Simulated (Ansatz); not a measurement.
# CsCl-type BiTe

Method: PBE, scalar-relativistic; no spin polarisation; PAW, 420 eV, 10×10×10 k-mesh, Gaussian smearing of 0.05 eV; code Ansatz; PAW files: Ansatz's generated set soft_2.

```cif
data_structure
_symmetry_space_group_name_H-M 'Pm-3m'
_symmetry_Int_Tables_number 221
_cell_length_a 3.9133
_cell_length_b 3.9133
_cell_length_c 3.9133
_cell_angle_alpha 90.000
_cell_angle_beta 90.000
_cell_angle_gamma 90.000
_cell_volume 59.93
loop_
_atom_site_label
_atom_site_type_symbol
_atom_site_symmetry_multiplicity
_atom_site_Wyckoff_symbol
_atom_site_fract_x
_atom_site_fract_y
_atom_site_fract_z
_atom_site_occupancy
Bi1 Bi 1 a 0.00000 0.00000 0.00000 1
Te1 Te 1 b 0.50000 0.50000 0.50000 1
```

The start was a prototype's sites filled with these elements. The Crystallography Open Database lists the compound in space groups P-3m1, Fm-3m (rock salt), so this is a trial structure.

The cell above was scaled in volume, its shape and atoms being fixed by the lattice's symmetry. Energies are counted from the cell above.

The cell is relaxed to zero pressure at this level.

```tsv
V (Å³/atom)	ΔE (meV/atom)	P from the stress (GPa)
28.316	17.95	3.69
28.766	9.19	2.57
29.365	2.19	1.21
29.964	0.00	0.01
30.563	2.04	-1.02
31.163	7.59	-1.90
32.062	21.56	-3.06
32.961	41.59	-4.06
```

Problem. Do the energies and the pressures agree? Compare −ΔE/ΔV between neighbouring points (1 meV/Å³ = 0.1602 GPa) with the mean of their pressures.

Solution. 
| interval (Å³/atom) | −ΔE/ΔV (GPa) | mean P (GPa) |
| --- | --- | --- |
| 28.32 to 28.77 | 3.1 | 3.1 |
| 28.77 to 29.36 | 1.9 | 1.9 |
| 29.36 to 29.96 | 0.6 | 0.6 |
| 29.96 to 30.56 | -0.5 | -0.5 |
| 30.56 to 31.16 | -1.5 | -1.5 |
| 31.16 to 32.06 | -2.5 | -2.5 |
| 32.06 to 32.96 | -3.6 | -3.6 |
They differ by 0.04 GPa at most.

Problem. What do the two routes give for V0, B0 and B0′?

Solution. A third-order Birch–Murnaghan fit of the energies: V0 = 29.97 Å³/atom, B0 = 55 GPa, B0′ = 5.8. A polynomial of P in ln V, with B = −dP/d ln V at P = 0: V0 = 29.98 Å³/atom, B0 = 55 GPa, B0′ = 5.8.

B0·V0 = 55.3 GPa × 29.97 Å³ = 10.35 eV/atom sets the scale: near the minimum ΔE ≈ ½ B0 V0 x², with x = V/V0 − 1, and a pressure of 0.6 GPa squeezes the volume by about 1 %. At the ends of the curve: x = −5.5 % predicts 15.7 meV/atom and the run gives 17.9; x = +10.0 % predicts 51.5 meV/atom and the run gives 41.6. The lopsidedness is anharmonic: atoms resist being pushed together more than being pulled apart.

These numbers lack spin–orbit coupling. The cell is a metal with an odd number of electrons, and spin polarisation wasn't tried.
